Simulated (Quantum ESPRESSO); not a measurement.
Simulation results for MgAl$_{3}$N$_{3}$O (made-up cell)

All values are calculated (Quantum ESPRESSO 7.5). Calculation on a made-up crystal cell, not a measurement: periodic Kohn-Sham density functional theory in plane waves with PseudoDojo standard norm-conserving scalar-relativistic pseudopotentials, each functional with its own files (v0.5 for PBE, v0.4.1 for LDA and PBEsol), no spin polarisation, no spin-orbit coupling, atoms not relaxed, stress positive in tension, energies less a fixed whole-eV offset for each atom's element; levels are Kohn-Sham levels at fractions of this cell's reciprocal vectors, counted from the reference band (half the neutral cell's valence electrons, rounded up) at Gamma; error bars cover cutoff and k-mesh only, not smearing or the files; added strain carries the atoms with the cell, and shear is the tensor component; each bar is the largest change over components, and at least 0.002 eV, 0.002 eV per angstrom or 0.02 GPa; energies are for the whole cell, and the offsets were chosen from early runs and are not element reference energies.

MgAl$_{3}$N$_{3}$O (made-up cell)

```xyz
8
Lattice="4.1245 0.0181 -0.0100 0.0181 4.0655 -0.0344 -0.0100 -0.0344 4.1707" Properties=species:S:1:pos:R:3 MgAl3N3O
Al    -0.0068     0.0176    -0.0935
Al    -0.0160     2.0929     1.9883
Mg     1.9900    -0.1251     2.0294
Al     2.0994     2.0471    -0.0003
N      2.1528    -0.0663     0.0074
N      2.0154     2.0424     2.2620
O      4.0631     0.0132     2.1349
N      4.3239     2.1016     0.0567
```

```
lattice type         : rocksalt
functional           : pbe
cutoff               : 1143 eV
fermi dirac smearing : 0.025 eV
scf tolerance        : 1e-07 eV
electrons removed    : 0
k mesh               : 4 x 4 x 4, shifted by half a step
stress xz            : ?
stress xy            : ?
stress xx            : ?
pressure             : ?
```

Atoms:
```tsv
atoms element	atom site	atom energy offset (eV)
Al	1	-64
Al	2	-64
Mg	3	-1617
Al	4	-64
N	5	-283
N	6	-283
O	7	-452
N	8	-283
```

Questions
1. What stress xz does the calculation give for MgAl$_{3}$N$_{3}$O (made-up cell)?
2. What stress xy does the calculation give for MgAl$_{3}$N$_{3}$O (made-up cell)?
3. What stress xx does the calculation give for MgAl$_{3}$N$_{3}$O (made-up cell)?
4. Give the missing pressure for MgAl$_{3}$N$_{3}$O (made-up cell).

Answers
1. 0.04658 GPa
2. 1.619 GPa
3. 3.555 GPa
4. 5.285 GPa

Further results for MgAl$_{3}$N$_{3}$O (made-up cell):

```
free energy less offsets : -0.7135 eV
smearing term minus ts   : 0 eV
scf iterations           : 12
stress yy                : -9.516 GPa
stress zz                : -9.895 GPa
stress yz                : -4.162 GPa
reference band           : 20
error bar energy         : 0.0032 eV
error bar stress         : 0.02 GPa
error bar force          : 0.009898 eV/Å
error bar next band up   : 0.002 eV
error bars from          : tighter rerun of this cell
```

Forces:
```tsv
site	x (eV/Å)	y (eV/Å)	z (eV/Å)
1	0.3132	0.1894	0.3266
2	0.174	-0.8653	1.176
3	0.5254	2.546	0.8632
4	0.371	-0.6455	-0.05623
5	-0.3095	1.399	0.3562
6	0.9504	-1.891	-2.296
7	0.541	0.02068	-0.1636
8	-2.566	-0.7534	-0.2063
```

Levels:
```tsv
level k point	next band up (eV)
Gamma	2.599
(1/2,1/2,1/2)	3.725
(0.15,0,0)	3.063
(0,0.15,0)	3.088
(0,0,0.15)	3.001
```
